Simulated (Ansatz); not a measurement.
BePd (Pm-3m), tetragonal deformation path

Method: DFT PBEsol, scalar-relativistic, plane waves, PAW in Ansatz. Cutoff 420 eV, Γ-centred 18×18×18 k-points, Gaussian smearing of 0.15 eV. No spin polarisation. Energies are free energies at this smearing, counted from the undisturbed cell; pressure is positive in compression.

The undisturbed cell (as given, not relaxed at this level; it stands at -3.0 GPa, and it needn't be the usual structure):

```yaml
crystal:
  lattice:
    - [2.81300, 0.00000, 0.00000]
    - [0.00000, 2.81300, 0.00000]
    - [0.00000, 0.00000, 2.81300]
  atoms:
    - { symbol: Be, position: [0.00000, 0.00000, 0.00000] }
    - { symbol: Pd, position: [0.50000, 0.50000, 0.50000] }
```

At fixed volume and fractional coordinates, lengths along (0.000, 0.000, 1.000) are scaled against those across it; ρ is that ratio over its starting value. The cell is metallic on the mesh throughout.

| ρ | ΔE (meV/atom) | pressure (GPa) |
| --- | --- | --- |
| 0.650 | 1442.7 | 47.7 |
| 0.707 | ? | ? |
| 0.780 | 362.0 | 11.3 |
| 0.850 | ? | ? |
| 0.920 | ? | ? |
| 0.960 | 3.2 | -2.6 |
| 1.000 | 0.0 | -3.0 |
| 1.050 | ? | ? |
| 1.100 | 9.2 | -1.9 |
| 1.200 | 60.1 | 0.8 |
| 1.300 | 150.4 | 4.5 |
| 1.414 | 294.1 | 9.8 |
| 1.500 | 429.6 | 14.4 |

(1) Give the withheld values.

## Answers

(1) ΔE (meV/atom) at ρ = 0.707: 830.2; pressure (GPa) at ρ = 0.707: 27.6; ΔE (meV/atom) at ρ = 0.850: 126.2; pressure (GPa) at ρ = 0.850: 2.6; ΔE (meV/atom) at ρ = 0.920: 23.1; pressure (GPa) at ρ = 0.920: -1.6; ΔE (meV/atom) at ρ = 1.050: 0.4; pressure (GPa) at ρ = 1.050: -2.7.